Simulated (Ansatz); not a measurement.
Input for Ansatz (plane-wave DFT, PAW):

```yaml
crystal:
  lattice:
    - [0.0, 2.7092170407, 4.8797077891]
    - [2.7092170407, 0.0, 4.8797077891]
    - [2.7092170407, 2.7092170407, 0.0]
  atoms:
    - { symbol: Ca, position: [0.5, 0.5, 0.5] }
    - { symbol: Fe, position: [0.25, 0.25, 0.25] }
    - { symbol: Fe, position: [0.75, 0.75, 0.75] }
    - { symbol: As, position: [0.8666872006, 0.8666872006, 0.1333127994] }
    - { symbol: As, position: [0.1333127994, 0.1333127994, 0.8666872006] }
basis:
  ecutwfc: 420
kpoints:
  mp_grid: { grid: [10, 10, 10] }
hamiltonian:
  xc: pbesol
scf:
  occupations: { method: gaussian, width: 0.1 }
output:
  forces: true
  stress: true
  eigenvalues: true
  write_density: true
  write_potential: true
  elf: true
  volumetric_format: npy
relax:
  adjacent_minimum: "off"
  f_tol: 0.01
  max_steps: 30
  cell: { stress_tol: 0.1, fix: [volume] }
```

Launched with
```bash
ansatz run input.yaml --threads 2 --pin off --max-ram 5120MiB --backend cpu --events-out ev --progress --plain --runs-dir out
```

These are results of DFT PBEsol, scalar-relativistic, plane waves, PAW (Ansatz), not measurements.

Part of what the program printed, abridged (final results; tables in files aren't shown):

```
SCF 4 converged in 6 iterations: F = -20320.252536 eV  dr2 = 4.06e-11
SCF converged after 6 iterations
Free energy (F): -20320.252536 eV
Harris-Foulkes:  -20320.252536 eV  (|F-HF|=2.91e-11)
Internal energy: -20320.241343 eV  (E = F + TS)
E sigma→0 (E₀):  -20320.246940 eV
Entropy (-TS):   -0.011193 eV (-2.239 meV/atom)
Fermi energy:    16.056015 eV
--- Per-component energies (eV) ---
  E_band       = -860.914080
  E_kinetic    = 1216.299197
  E_local      = -9047.383274  (includes V_loc(G=0)·N_el)
  E_nonlocal   = -833.469595
  E_hartree    = 4326.025657
  E_xc         = -537.516896
  E_vxc        = -645.252014  (∫ρ·V_xc dr)
  E_paw        = -7095.807907  (= ΣΔE_a)
  E_vpaw       = -203.161133  (= ΣTr[D̂ρ^β])
  E_aug_tail   = 0.001771  (compensation charges beyond the density's cutoff)
  E_ewald      = -8350.800351
  E_core_change = 2.410055  (= ΣΔE_core)
  E_smearing   = -0.011193  (= −TS)
--- Forces (eV/Å), atoms counted from 1 ---
  atom   1  Ca     0.00000000     0.00000000     0.00000000
  atom   2  Fe     0.00000000     0.00000000     0.00000000
  atom   3  Fe     0.00000000     0.00000000     0.00000000
  atom   4  As     0.00000000     0.00000000    -0.00135265
  atom   5  As     0.00000000     0.00000000     0.00135265
--- Stress (GPa, compression-positive) ---
       12.430650       0.000000       0.000000
        0.000000      12.430650       0.000000
        0.000000       0.000000      12.439535
  P = ⅓ Tr σ = 12.4336 GPa (124.336 kbar)
--- Band table (eV; the first three rows and the last of 102) ---
  k-point 0: bands = ["-70.2303", "-70.2078", "-36.5948", "-36.5948", "-36.4858", "-36.4858", "-36.3843", "-36.3590", "-24.0856", "-19.9067", "-19.8703", "-19.8703", "-19.8438", "-19.8438", "-19.8251", "-19.7982", "-19.7958", "-19.7821", "-19.7754", "-5.2859", "-5.2859", "-5.2318", "1.9247", "5.3051", "9.0299", "11.8903", "11.8903", "12.5608", "13.0227", "13.0227", "13.2144", "15.1944", "15.2481", "15.7652", "15.7652", "15.8593", "16.5029", "16.6769", "18.1839", "18.1839", "19.7757", "20.1185", "21.0333", "21.3917"]
  k-point 1: bands = ["-70.2297", "-70.2083", "-36.5924", "-36.5922", "-36.4888", "-36.4885", "-36.3836", "-36.3595", "-24.0848", "-19.9067", "-19.8707", "-19.8704", "-19.8442", "-19.8438", "-19.8251", "-19.7981", "-19.7956", "-19.7820", "-19.7756", "-5.3037", "-5.2839", "-5.2304", "2.0199", "5.2552", "9.1487", "11.7138", "11.8734", "12.6038", "12.8450", "12.9919", "13.2815", "15.1674", "15.2176", "15.6844", "15.7357", "15.7779", "16.4427", "16.7578", "17.9922", "18.2688", "20.1497", "20.4416", "20.9594", "21.1575"]
  k-point 2: bands = ["-70.2281", "-70.2099", "-36.5853", "-36.5844", "-36.4971", "-36.4963", "-36.3816", "-36.3612", "-24.0826", "-19.9068", "-19.8718", "-19.8705", "-19.8451", "-19.8437", "-19.8249", "-19.7977", "-19.7951", "-19.7817", "-19.7760", "-5.3497", "-5.2788", "-5.2268", "2.2868", "5.1197", "9.4496", "11.2544", "11.8415", "12.4121", "12.7630", "12.9021", "13.4642", "15.0245", "15.2453", "15.4748", "15.5537", "15.6677", "16.3871", "16.9278", "17.7238", "18.6044", "20.3497", "20.7629", "21.1054", "21.5381"]
  k-point 101: bands = ["-70.2303", "-70.2078", "-36.5948", "-36.5948", "-36.4858", "-36.4858", "-36.3844", "-36.3589", "-24.0849", "-19.9071", "-19.8713", "-19.8713", "-19.8429", "-19.8429", "-19.8246", "-19.8013", "-19.7928", "-19.7791", "-19.7784", "-5.2855", "-5.2855", "-5.2617", "3.0725", "3.3877", "10.1485", "12.1607", "12.1607", "12.4895", "12.4895", "12.9199", "13.2421", "14.3168", "15.8799", "15.9630", "15.9630", "16.1486", "16.6768", "18.0138", "18.0861", "19.6734", "19.6734", "19.8886", "19.9587", "20.9131"]
--- Relaxed structure (3 steps of the walk, 3 accepted, 1 SCFs on fresh bases) ---
  F+E_penalty+E_count = -20320.25253599 eV   max|allowed force component| = 1.353e-3 eV/Å   (the final SCF, on the basis selected at the relaxed cell)
  cell:  # Å, volume = 71.6327 Å³
    - [0.0, 2.71448422, 4.86078900]
    - [2.71448422, 0.0, 4.86078900]
    - [2.71448422, 2.71448422, 0.0]
  atoms:
    - { symbol: Ca, position: [0.5, 0.5, 0.5] }
    - { symbol: Fe, position: [0.25, 0.25, 0.25] }
    - { symbol: Fe, position: [0.75000000, 0.75000000, 0.74999999] }
    - { symbol: As, position: [0.86822718, 0.86822718, 0.13177281] }
    - { symbol: As, position: [0.13177281, 0.13177281, 0.86822718] }
```

The relaxation met its thresholds.

Time: 21 s on 2 threads of Intel(R) Xeon(R) 6975P-C (Granite Rapids) (shared host), peak memory 0.64 GiB.